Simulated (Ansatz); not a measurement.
BAs:
```
CELL_PARAMETERS angstrom
      0.00000     2.39188     2.39188
      2.39188     0.00000     2.39188
      2.39188     2.39188     0.00000
ATOMIC_POSITIONS crystal
  B  0.25000 0.25000 0.25000
  As 0.50000 0.50000 0.50000
```

Relaxed with r²SCAN. Special points in fractions of this cell's reciprocal vectors: Γ (0.000, 0.000, 0.000); X (0.500, 0.000, 0.500); U (0.625, 0.250, 0.625); K (0.375, 0.375, 0.750); L (0.500, 0.500, 0.500); W (0.500, 0.250, 0.750).

Question: List the band energies nearest the valence-band maximum at these points for r²SCAN in the plane-wave PAW code Ansatz.

Answer: In eV from the valence-band maximum; about four levels below and three above (degenerate sets whole), none deeper than 8.9 eV; … stands for higher levels left out; points with the same levels are listed once.

| k | below | above |
|---|---|---|
| Γ | 0.00 0.00 0.00 | 3.44 3.44 3.44 |
| X | -4.29 -4.29 | 1.62 1.70 … |
| U | -8.65 -6.19 -3.67 | 2.28 5.97 9.79 |
| L | -1.93 -1.93 | 2.94 5.06 5.06 |
| W | -8.59 -5.71 -5.41 | 5.70 6.44 7.19 |

Space group F-43m (zinc blende). Symmetry was held in the r²SCAN relaxation. The volume moved by 18 % from the start of the relaxation. Spin–orbit coupling is left out wherever it is not named.

Potentials: the later of the program's two PAW sets.
